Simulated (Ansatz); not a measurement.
This cell of Al (fcc, Cu type) is off equilibrium:

```xyz
4
Lattice="4.0400 0.0000 0.0000 0.0000 4.0400 0.0000 0.0000 0.0000 4.0400" Properties=species:S:1:pos:R:3 pbc="T T T"
Al     0.0000     0.0000     0.0000
Al     2.0200     2.0200     0.0000
Al     2.0200     0.0000     1.5900
Al     0.0000     2.0200     2.0200
```

Level of theory: PBE (plane waves to 420 eV, PAW, scalar-relativistic; Ansatz, a first-principles code). k mesh 9×9×9 (Γ-centred), Fermi-Dirac smearing 0.05 eV. Energies are smeared free energies. Stress and pressure are positive under compression. With partly filled bands, energies and forces of such displacements shift with the k mesh and the smearing. On this mesh the relaxed cell isn't quite at rest: it carries a pressure of 0.2 GPa (compression positive) at the zero of the scan. Al was relaxed with its symmetry unable to fall. The PAW data are Ansatz's earlier set.

Question: What forces act on the atoms (eV/Å, Cartesian)?

Answer: 
```tsv
atom	Fx	Fy	Fz
Al1	0.000	0.000	-1.149
Al2	0.000	0.000	-1.149
Al3	0.000	0.000	2.079
Al4	0.000	0.000	0.220
```

Question: Give the stress tensor in GPa and the pressure.

Answer: 
```
    3.4      0.0      0.0
    0.0      3.4      0.0
    0.0      0.0      4.0
```
The pressure, a third of the trace, is 3.6 GPa.

Question: In it atom 3 sits (0.000, 0.000, -0.430) Å away from its relaxed site. What is its energy relative to the relaxed cell?

Answer: 427 meV/cell.

(A displaced cell: forces are minus the slopes of the energy, force constants its curvatures, and phonons follow from these.)
